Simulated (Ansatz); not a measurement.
## Property card for BeS

BeS:
```
BeS
1.0
    3.40624     0.00000     0.00000
   -1.70312     2.94989     0.00000
    0.00000     0.00000     7.71863
Be S
3 3
Direct
  0.50000   0.00000   0.00000
  0.00000   0.50000   0.33333
  0.50000   0.50000   0.66667
  0.50000   0.00000   0.50000
  0.00000   0.50000   0.83333
  0.50000   0.50000   0.16667
```

Space group P6_422 (No. 181); conventional cell a = b = 3.4062 Å, c = 7.7186 Å, α = β = 90.00°, γ = 120.00°.

Method: DFT-PBE+D3(BJ) in the program Ansatz with PAW potentials. Geometry: relaxed at this level of theory. Other levels are named where they apply.

**Cell and energy**

- Volume per atom: 12.93 Å³
- Density: 2.64 g/cm³
- Formation energy from the elements (no fitted shifts): -0.79 eV/atom

**Electronic structure**

Band gap: 2.59 eV (indirect)
Valence-band maximum: off the standard path, at k = (-0.042, 0.010, 0.000) in fractions of the reciprocal vectors
Conduction-band minimum: on the M–K line, 9 % of the way from M (6 equivalent valleys)
Smallest direct gap on the standard path: 3.91 eV
Electron effective mass: 0.29, 0.38, 0.56 mₑ (principal values)

**Mechanics**

Bulk modulus (Birch–Murnaghan fit): 107 GPa
Pressure derivative B′: 3.8

The start of the workflow was typed in or built on a structure type; neither database checked (COD, Materials Project) lists it. COD files the formula under space group No. 216. Its standing as an ambient phase is unchecked. The PBE+D3(BJ) relaxation kept the symmetry of its start; its stability against distortions is not shown here. The references are the lowest solids computed at this level, not always the standard phases.

Potentials: the later of the program's two PAW sets.
